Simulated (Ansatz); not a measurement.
PbO:
```
PbO
1.0
    4.03435     0.00000     0.00000
    0.00000     4.03435     0.00000
    0.00000     0.00000     4.99524
Pb O
2 2
Direct
  0.50000   0.00000   0.23767
  0.00000   0.50000   0.76233
  0.00000   0.00000   0.00000
  0.50000   0.50000   0.00000
```

Relaxed with PBE+D3(BJ). Special points in fractions of this cell's reciprocal vectors: Γ (0.000, 0.000, 0.000); X (0.000, 0.500, 0.000); M (0.500, 0.500, 0.000); Z (0.000, 0.000, 0.500); R (0.000, 0.500, 0.500); A (0.500, 0.500, 0.500).

List the band energies nearest the valence-band maximum at these points for plane-wave PAW PBE+D3(BJ) (Ansatz code).

In eV from the valence-band maximum; about four levels below and three above (degenerate sets whole), none deeper than 8.9 eV; points with the same levels are listed once.

```csv
k,below,above
Γ,-1.55 -1.53 -1.53 -0.02,2.38 5.56 5.56 5.57
X,-2.83 -2.83 -1.50 -1.50,3.42 3.42 6.54 6.54
M,-1.54 -1.54 -0.92 -0.92,1.27 1.27 5.35 5.35
Z,-1.59 -1.56 -1.56 -0.75,1.96 3.99 3.99
R,-2.79 -2.79 -0.87 -0.87,3.12 3.12 6.22 6.22
A,-2.15 -2.15 -0.92 -0.92,3.52 3.52 4.79 4.79
```

Space group P4/nmm. The cell was relaxed with PBE+D3(BJ) under the symmetry of its start; phonons on a q-mesh show no instability. Spin–orbit coupling is left out wherever it is not named.

Potentials: the later of the program's two PAW sets.
